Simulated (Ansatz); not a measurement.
MoW:
```
MoW
1.0
    0.00000     2.60578     2.60578
    2.60578     0.00000     2.60578
    2.60578     2.60578     0.00000
Mo W
1 1
Cartesian
  0.00000   0.00000   0.00000
  2.60578   2.60578   2.60578
```

Relaxed with r²SCAN.

Problem. Give the Bader charges and basin volumes of the independent atoms, r²SCAN in the plane-wave PAW code Ansatz.

Solution. 

```csv
atom,Bader charge (e),Bader volume (Å³)
Mo1,-0.01,17.0
W2,+0.01,18.4
```

Space group Fm-3m (rock salt). The start of the workflow was typed in or built on a structure type; neither database checked (COD, Materials Project) lists it. Whether it is the stable phase at ambient conditions was not checked. Symmetry was held in the r²SCAN relaxation. At this level the phase is mechanically unstable. The run is not spin-polarised. Its formation energy is positive at this level, so the cell may be metastable or incomplete. Scalar-relativistic: spin–orbit coupling is off unless named, which matters more the heavier the elements.

Potentials: the later of the program's two PAW sets.
